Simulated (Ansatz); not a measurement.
Computed energy over volume and axial ratio: SnTe (rock salt)

SnTe (rock salt), conventional cell a = b = c = 6.3702 Å, α = β = γ = 90.00°. The calculation uses the primitive cell of 2 atoms, to which meshes and values per cell refer.

The relaxed cell is deformed in two ways at once: its volume V is scaled, and at that volume it is stretched along z (the c axis of the conventional cell) so that c/a changes. Fractional atomic positions are held.

Calculation: r2SCAN (plane waves to 500 eV, PAW, scalar-relativistic; Ansatz, a program for electronic structure). k mesh 9×9×9 (Γ-centred), Fermi-Dirac smearing 0.05 eV. Energies are smeared free energies. Stress and pressure are positive under compression. As the smearing reaches across the gap at some points, the response to shear is sensitive to the k mesh, so small differences along c/a are uncertain. SnTe was relaxed with its symmetry unable to fall. Spin-orbit coupling is left out, though Te is heavy. ΔE is measured from the relaxed starting cell.

ΔE (meV/atom), with V/V₀ across and (c/a)/(c/a)₀ down:

```csv
(c/a)/(c/a)₀ \ V/V₀,0.920,0.960,1.000,1.040,1.080
0.920,112,79,63,63,74
0.960,51,24,15,19,36
1.000,33,8,0,7,25
1.040,48,21,12,17,34
1.080,89,58,44,45,58
```

σzz (GPa), with V/V₀ across and (c/a)/(c/a)₀ down:

```
(c/a)/(c/a)₀ \ V/V₀  0.920  0.960  1.000  1.040  1.080
-------------------  -----  -----  -----  -----  -----
0.920                 15.7   11.9    8.7    6.0    3.7
0.960                  9.6    6.4    3.8    1.7   -0.1
1.000                  4.4    2.0    0.0   -1.6   -2.9
1.040                  0.5   -1.4   -2.8   -3.9   -4.8
1.080                 -2.2   -3.6   -4.7   -5.4   -6.0
```

What the scan shows:

The shear modulus C′ = (C11 − C12)/2 (fit, atoms clamped) is 62 GPa. Lowest place on the grid: V/V₀ = 1.000, (c/a)/(c/a)₀ = 1.000 (0 meV/atom). Highest place on the grid: V/V₀ = 0.920, (c/a)/(c/a)₀ = 0.920 (112 meV/atom).

(Under strain, the slope of the energy per volume gives the stress and its curvature an elastic modulus.)
